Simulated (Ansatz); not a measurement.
Property card for ScOF

ScOF:
```cif
data_F2O2Sc2
_chemical_formula_sum 'Sc2 O2 F2'
_space_group_name_H-M_alt 'P 1'
_space_group_IT_number 1
_cell_length_a 3.59342
_cell_length_b 3.59342
_cell_length_c 5.12124
_cell_angle_alpha 90.000
_cell_angle_beta 90.000
_cell_angle_gamma 90.000
loop_
_space_group_symop_operation_xyz
  'x, y, z'
loop_
_atom_site_label
_atom_site_type_symbol
_atom_site_fract_x
_atom_site_fract_y
_atom_site_fract_z
_atom_site_occupancy
Sc1 Sc 0.50000 0.00000 0.70546 1
Sc2 Sc 0.00000 0.50000 0.29454 1
O1 O 0.00000 0.00000 0.50000 1
O2 O 0.50000 0.50000 0.50000 1
F1 F 0.50000 0.50000 0.00000 1
F2 F 0.00000 0.00000 0.00000 1
```

Space group P4/nmm (No. 129); conventional cell a = 3.5934 Å, b = 3.5934 Å, c = 5.1212 Å, α = 90.00°, β = 90.00°, γ = 90.00°.

Method: the program Ansatz at the HSE06 level (PAW). Structure relaxed to zero pressure with the same functional. Other levels are named where they apply.

**Cell and energy**

- Volume per atom: 11.02 Å³
- Density: 4.02 g/cm³

**Electronic structure**

* **Band gap**: 6.33 eV (indirect)
* **Valence-band maximum**: on the A–Z line, 53 % of the way from A
* **Conduction-band minimum**: at Γ
* **Smallest direct gap on the standard path**: 6.41 eV

**Mechanics**

* **Bulk modulus (Birch–Murnaghan fit)**: 159 GPa
* **Pressure derivative B′**: 4.2

**Charges**

* **Bader charges**: Sc +2.21, O -1.36, F -0.85 e

The workflow started from a Materials Project entry (that database holds measured and hypothetical structures alike); the Crystallography Open Database copy checked does not list it. Its standing as an ambient phase is unchecked. The HSE06 relaxation kept the symmetry of its start; its stability against distortions is not shown here. No spin polarisation was allowed. The hybrid was solved on a coarse mesh, the path and, where they were found, the r²SCAN edge points; its band edges are the extreme levels among these.

Potentials: the later of the program's two PAW sets.
